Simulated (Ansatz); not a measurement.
# Cd$_{4}$SeS$_{3}$ (I-42m) at 3 levels of theory

One geometry, relaxed with PBE; plane waves with PAW potentials in Ansatz, scalar-relativistic. No spin polarisation. Gaps are the least over mesh and band path; pressure is positive in compression.

```cif
data_structure
_symmetry_space_group_name_H-M 'P 1'
_symmetry_Int_Tables_number 1
_cell_length_a 7.3367
_cell_length_b 7.3367
_cell_length_c 7.3367
_cell_angle_alpha 131.789
_cell_angle_beta 131.789
_cell_angle_gamma 70.563
_cell_volume 215.10
loop_
_atom_site_label
_atom_site_type_symbol
_atom_site_fract_x
_atom_site_fract_y
_atom_site_fract_z
_atom_site_occupancy
Cd1 Cd 0.88510 0.37076 0.00000 1
Cd2 Cd 0.37076 0.88510 0.00000 1
Cd3 Cd 0.11490 0.11490 0.48565 1
Cd4 Cd 0.62924 0.62924 0.51435 1
Se1 Se 0.50000 0.50000 0.00000 1
S1 S 0.75000 0.25000 0.50000 1
S2 S 0.25000 0.75000 0.50000 1
S3 S 0.00000 0.00000 0.00000 1
```

```
level  cutoff (eV)  k mesh  gap (eV)  pressure (GPa)
  PBE          420   6×6×6      0.89             0.0
```

Q: What comes out on the same cell with r2SCAN, LDA?

A:
```
 level  cutoff (eV)  k mesh  gap (eV)  pressure (GPa)
r2SCAN          500   6×6×6      1.34            -1.4
   LDA          420   6×6×6      0.61            -4.7
```

It was reached by relaxing an invented guess, and it needn't be the stable form of this composition.
